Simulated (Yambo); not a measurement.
Yambo input for LiBr (rock salt, space group Fm-3m, No. 225) under isotropic strain of +2 % on all lattice vectors (a = b = c = 3.9017 Å, α = β = γ = 60.00°), on PBEsol (Quantum ESPRESSO, PseudoDojo norm-conserving, 74 Ry, no spin-orbit coupling) wavefunctions on a 16×16×16 mesh:

```
optics
chi
dipoles
kernel
FFTGvecs= 40 Ry
Chimod= "HARTREE"
NGsBlkXd= 4 Ry
% QpntsRXd
 1 | 1 |
%
% BndsRnXd
 2 | 27 |
%
GrFnTpXd= "R"
% EnRngeXd
 0.0 | 20.0 | eV
%
% DmRngeXd
 0.2 | 0.2 | eV
%
CGrdSpXd= 50
ETStpsXd= 161
% LongDrXd
 1.0 | 0.0 | 0.0 |
%
```

First lines of the file o-*.eps_q1_inv_rpa_dyson:

```
Absorption @ Q(1):   1.00000000     0.00000000     0.00000000    [q->0 direction]
#
# [ X ] Hartree size     :   59
# [GEN] GF Energies     : Perdew, Burke & Ernzerhof SOL(X)+Perdew, Burke & Ernzerhof SOL(C)
# [GEN] Green`s Function     : Retarded
#
# [GEN] Gauge     : Length
# [GEN] [r,Vnl] included     : yes
#
#    E[1] [eV]     Im(eps)     Re(eps)     Im(eps_o)     Re(eps_o)
#
     0.000000     0.169755E-8     3.194839     0.18861E-17     3.800829
     0.125000     0.001639     3.195349     0.002194     3.801513
     0.250000     0.003283     3.196882     0.004396     3.803565
     0.375000     0.004940     3.199443     0.006614     3.806994
     0.500000     0.006615     3.203041     0.008856     3.811812
     0.625000     0.008314     3.207690     0.011131     3.818036
     0.750000     0.010045     3.213407     0.013447     3.825690
     0.875000     0.011814     3.220214     0.015813     3.834801
     1.000000     0.013628     3.228135     0.018240     3.845404
     1.125000     0.015497     3.237203     0.020738     3.857540
     1.250000     0.017427     3.247452     0.023318     3.871256
     1.375000     0.019429     3.258925     0.025993     3.886606
     1.500000     0.021513     3.271668     0.028776     3.903654
     1.625000     0.023691     3.285736     0.031682     3.922470
     1.750000     0.025975     3.301190     0.034727     3.943135
     1.875000     0.028379     3.318100     0.037932     3.965742
     2.000000     0.030921     3.336546     0.041315     3.990395
     2.125000     0.033618     3.356617     0.044903     4.017211
     2.250000     0.036492     3.378416     0.048722     4.046324
     2.375000     0.039568     3.402058     0.052803     4.077886
     2.500000     0.042874     3.427676     0.057185     4.112069
     2.625000     0.046445     3.455422     0.061910     4.149070
     2.750000     0.050321     3.485468     0.067030     4.189115
     2.875000     0.054550     3.518017     0.072606     4.232462
     3.000000     0.059192     3.553299     0.078713     4.279412
     3.125000     0.064319     3.591586     0.085442     4.330314
     3.250000     0.070021     3.633197     0.092904     4.385576
     3.375000     0.076412     3.678511     0.101242     4.445681
     3.500000     0.083641     3.727981     0.110639     4.511205
     3.625000     0.091900     3.782157     0.121332     4.582843
     3.750000     0.101455     3.841714     0.133644     4.661445
     3.875000     0.112677     3.907496     0.148020     4.748066
     4.000000     0.126106     3.980577     0.165111     4.844040
```
(The file goes on to the top of the energy range.) Convergence of the RPA response with its 16×16×16 mesh was not tested.

Geometry strained from the cell relaxed with PBEsol, atoms relaxed again.
